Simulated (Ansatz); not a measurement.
**HfSi₃O₈: rattling a relaxed structure**

It was reached by relaxing an invented guess, and it needn't be the stable form of this composition.

Level of theory: DFT PBE, scalar-relativistic, plane waves, PAW in Ansatz. Cutoff 420 eV; k points 4×4×4 on the computed 12-atom cell (Γ-centred); Gaussian smearing, width 0.02 eV; no spin polarisation.

The cell below (12 atoms, space group P-4 (No. 81)) is relaxed within its symmetry.

```
Hf Si O
1.0
     5.32283    0.00000    0.00000
     0.00000    5.32283    0.00000
     0.00000    0.00000    7.93651
Hf Si O
1 3 8
Direct
  0.50000 0.50000 0.50000
  0.00000 0.00000 0.00000
  0.50000 0.00000 0.77814
  0.00000 0.50000 0.22186
  0.42269 0.76876 0.65548
  0.93040 0.25162 0.10908
  0.74838 0.93040 0.89092
  0.23124 0.42269 0.34452
  0.57731 0.23124 0.65548
  0.06960 0.74838 0.10908
  0.25162 0.06960 0.89092
  0.76876 0.57731 0.34452
```

For the test it was strained at random (σ = 1.5 % a component), the atoms were moved at random (σ = 0.05 Å), and all was relaxed again on a coarse 4×4×2 mesh (in the run’s order of axes) with 0.10 eV smearing, with no symmetry imposed.

These runs have no spin–orbit coupling, which can matter for Hf.

Question: What happens?

Answer: It returns, within 1 meV/atom of the unmoved cell on that mesh and with the same symmetry when read at 0.1 Å (P1 at 0.01 Å, so small strains and shifts remain). So it is stable against the distortions that fit this cell and that this random move excites. Modes that don't fit the cell aren't tested.
